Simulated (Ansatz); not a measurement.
Input:

K3GaF6:
Space group Fm-3m (No. 225); a = b = c = 8.7708 Å, α = β = γ = 90.00°

| atom | site | symmetry | x | y | z |
|---|---|---|---|---|---|
| K | 8c | -43m | 0.2500 | 0.2500 | 0.2500 |
| K | 4b | m-3m | 0.5000 | 0.5000 | 0.5000 |
| Ga | 4a | m-3m | 0.0000 | 0.0000 | 0.0000 |
| F | 24e | 4m.m | 0.0000 | 0.0000 | 0.2160 |
(The calculation used a cell of 10 atoms; values per cell refer to that cell.)

This is the HSE06-relaxed structure.

**Question.** All from the program Ansatz at the HSE06 level (PAW), unless another level is named. Predict the band gap.

**Answer.** 8.16 eV (direct).

**Question.** Next, the valence-band maximum?

**Answer.** at Γ.

The workflow started from a Materials Project entry (that database holds measured and hypothetical structures alike); the Crystallography Open Database files this formula in space group No. 225, but the cells were not matched. Whether it is the stable phase at ambient conditions was not checked. The cell was relaxed with HSE06 under the symmetry of its start; its stability against distortions is not shown here. The hybrid was solved on a coarse mesh, the path and, where they were found, the r²SCAN edge points; its band edges are the extreme levels among these. Scalar-relativistic: spin–orbit coupling is off unless named, which matters more the heavier the elements.

Potentials: the later of the program's two PAW sets.
